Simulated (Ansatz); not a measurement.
GaGe₁₆Si₁₅ in space group Cm (No. 8; Pearson symbol mS64) at seven volumes, PBE in the plane-wave PAW code Ansatz, shape and atoms relaxed at each. One row is withheld.

```json
[
 {"V (Å³/atom)": "20.103", "P (GPa)": "8.38"},
 {"V (Å³/atom)": "20.766", "P (GPa)": "5.11"},
 {"V (Å³/atom)": "21.428", "P (GPa)": "2.34"},
 {"V (Å³/atom)": "22.091", "P (GPa)": "0.00"},
 {"V (Å³/atom)": "22.754", "P (GPa)": "-1.98"},
 {"V (Å³/atom)": "23.417", "P (GPa)": "-3.64"},
 {"V (Å³/atom)": "24.079", "P (GPa)": "?"}
]
```

### Question
Fit the shown pressures and predict the withheld one.

### Answer
Third-order Birch–Murnaghan: P = (3/2)B₀(x^(7/2) − x^(5/2))[1 + (3/4)(B′ − 4)(x − 1)] with x = (V₀/V)^(2/3). Least squares on the six rows gives V₀ = 22.092 Å³/atom, B₀ = 71.51 GPa, B′ = 4.60. At V = 24.079, x = 0.9442 and P = -5.05 GPa. The run itself gave -5.04 GPa.

The start of the workflow was typed in or built on a structure type; neither database checked (COD, Materials Project) lists it. Whether it is the stable phase at ambient conditions was not checked. Symmetry was held in the PBE relaxation; whether a distortion lowers the energy is not shown.

Potentials: the later of the program's two PAW sets.
